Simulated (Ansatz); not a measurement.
Sr:
```yaml
crystal:
  lattice:
    - [-3.71620, 3.71620, 2.01364]
    - [3.71620, -3.71620, 2.01364]
    - [3.71620, 3.71620, -2.01364]
  atoms:
    - { symbol: Sr, position: [0.75000, 0.25000, 0.50000] }
    - { symbol: Sr, position: [0.00000, 0.00000, 0.00000] }
```

Relaxed with r²SCAN. Special points in fractions of this cell's reciprocal vectors: Γ (0.000, 0.000, 0.000); X (0.000, 0.000, 0.500); M (-0.500, 0.500, 0.500); Z (0.323, 0.323, -0.323); Z0 (-0.323, 0.677, 0.323); P (0.250, 0.250, 0.250); N (0.000, 0.500, 0.000).

Q: List the band energies nearest the Fermi level at these points for the program Ansatz at the r²SCAN level (PAW).

A: In eV from the Fermi level; about four levels below and three above (degenerate sets whole), none deeper than 8.9 eV; points with the same levels are listed once.

| k | below | above |
|---|---|---|
| Γ | -3.60 -0.32 | 0.93 1.42 2.04 |
| X | -1.93 -1.93 | 1.31 1.31 1.85 1.85 |
| M | -1.02 -1.02 -0.18 -0.18 | 2.01 2.01 3.67 3.67 |
| Z | -0.12 -0.12 | 0.24 0.43 0.75 |
| P | -0.16 -0.16 -0.04 -0.04 | 2.11 2.11 3.47 3.47 |
| N | -0.75 -0.14 | 0.00 1.33 1.62 |

Space group I4_1/amd (β-Sn type). The first step of the workflow began from a Materials Project structure, measured or hypothetical; the Crystallography Open Database copy checked does not list it. It is not the phase usual at ambient conditions (space group No. 225). The cell was relaxed with r²SCAN under the symmetry of its start; phonons show weakly imaginary modes. Scalar-relativistic: spin–orbit coupling is off unless named, which matters more the heavier the elements.

Potentials: the earlier of the program's two PAW sets. The files were generated under PBE; for other functionals the program regenerates the frozen cores, and for LDA and PBEsol the local potential too.
